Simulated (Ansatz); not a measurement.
## From the elastic tensor of FeB₂ at 2 GPa (stress–strain coefficients) to moduli and sound speeds

Method: Ansatz 0.2.0, DFT LDA, scalar-relativistic, plane waves, PAW. Cutoff 420 eV, 18×18×16 k-points (Γ-centred), Gaussian smearing of 0.20 eV. No spin polarisation.

The structure is hexagonal, space group P6/mmm (No. 191). The conventional cell has a = 3.029 Å, b = 3.029 Å, c = 2.553 Å, α = 90.00°, β = 90.00°, γ = 120.00°. Around Fe (site symmetry 6/mmm) lie 12 B at 2.16 Å. Around B (site symmetry -6m2) lie 3 B at 1.75 Å.

In a metal, frequencies and elastic constants depend on the k mesh and the smearing, soft modes and shear constants most. Spin polarisation was left out, and a magnetic state may lie lower.

Relaxed-ion constants (GPa, on the Cartesian axes of the calculation):
```
634.3 250.8 261.2   0.0   0.0   0.0
250.8 634.3 261.2   0.0   0.0   0.0
261.4 261.4 379.7   0.0   0.0   0.0
  0.0   0.0   0.0 158.3   0.0   0.0
  0.0   0.0   0.0   0.0 158.3   0.0
  0.0   0.0   0.0   0.0   0.0 191.7
```

Density 6.343 g/cm³; 3 atoms in 20.28 Å³.

The values that follow are for a polycrystal of randomly turned grains, by Hill's mean where one number stands.

With S = C⁻¹: B_V = (C11+C22+C33+2(C12+C13+C23))/9, G_V = (C11+C22+C33−C12−C13−C23+3(C44+C55+C66))/15, 1/B_R = S11+S22+S33+2(S12+S13+S23), 15/G_R = 4(S11+S22+S33−S12−S13−S23)+3(S44+S55+S66); Hill is their mean. Then v_l = √((B+4G/3)/ρ), v_t = √(G/ρ), v_m = [(2/v_t³+1/v_l³)/3]^(−1/3) and Θ = (ħ/k_B)·v_m·(6π²n/V)^(1/3) for n atoms in the volume V; E = 9BG/(3B+G), ν = (3B−2G)/(2(3B+G)) and A^U = 5G_V/G_R + B_V/B_R − 6.

| Item | Value |
| --- | --- |
| Bulk modulus, Voigt / Reuss / Hill | 355.0 / 332.9 / 344.0 GPa |
| Shear modulus, Voigt / Reuss / Hill | 160.0 / 148.2 / 154.1 GPa |
| Young's modulus | 402 GPa |
| Poisson ratio | 0.305 |
| Pugh ratio B/G | 2.23 |
| Universal anisotropy index | 0.46 |
| Longitudinal and transverse sound speeds | 9307 and 4929 m/s |
| Debye temperature from the mean sound speed | 867 K |

Cost: 1 run of about 8.6 core-minutes, on Arm Neoverse N1 (shared hosts).